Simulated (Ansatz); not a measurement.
**Al (fcc, Cu type), map of one atom of the cell**

Al (fcc, Cu type)

```
CELL_PARAMETERS angstrom
      4.03999     0.00000     0.00000
      0.00000     4.03999     0.00000
      0.00000     0.00000     4.03999
ATOMIC_POSITIONS crystal
  Al 0.00000 0.00000 0.00000
  Al 0.50000 0.50000 0.00000
  Al 0.50000 0.00000 0.50000
  Al 0.00000 0.50000 0.50000
```

Two-dimensional scan of atom 1 (Al, nearest neighbour Al at 2.857 Å; its periodic images, 4.0 Å or more away, move with it): u runs along (0.707, 0.707, 0.000), v along (0.000, 0.000, 1.000) (Cartesian). Cell and other atoms are fixed.

Computed with PBE (plane waves to 420 eV, PAW, scalar-relativistic; Ansatz, a program for electronic structure). k mesh 9×9×9 (Γ-centred), Fermi-Dirac smearing 0.05 eV. Energies are smeared free energies. Compression counts positive. With partly filled bands, energies and forces of such displacements shift with the k mesh and the smearing. On this mesh the relaxed cell isn't quite at rest: it carries a pressure of 0.2 GPa (compression positive) at the zero of the scan. Al was relaxed with its symmetry unable to fall. The PAW data are Ansatz's earlier set. ΔE is measured from the undisplaced structure. Axes are in Å.

ΔE (meV/cell), with u across and v down:

```tsv
v \ u	-0.940	-0.470	0.000	0.470	0.940
-0.940	8357	3953	2306	3953	8357
-0.470	4384	1301	515	1301	4384
0.000	3505	567	0	567	3505
0.470	4384	1301	515	1301	4384
0.940	8357	3953	2306	3953	8357
```

P (GPa), with u across and v down:

```csv
v \ u,-0.940,-0.470,0.000,0.470,0.940
-0.940,43.3,23.9,16.4,23.9,43.3
-0.470,26.1,9.4,4.3,9.4,26.1
0.000,20.3,4.5,0.2,4.5,20.3
0.470,26.1,9.4,4.3,9.4,26.1
0.940,43.3,23.9,16.4,23.9,43.3
```

Summary:

* **Lowest place on the grid**: u = 0.000 Å, v = 0.000 Å (0 meV/cell)
* **Highest place on the grid, met at several equal points**: u = -0.940 Å, v = -0.940 Å; u = 0.940 Å, v = -0.940 Å; u = -0.940 Å, v = 0.940 Å; u = 0.940 Å, v = 0.940 Å (8357 meV/cell)

(A displaced cell: forces are minus the slopes of the energy, force constants its curvatures, and phonons follow from these.)
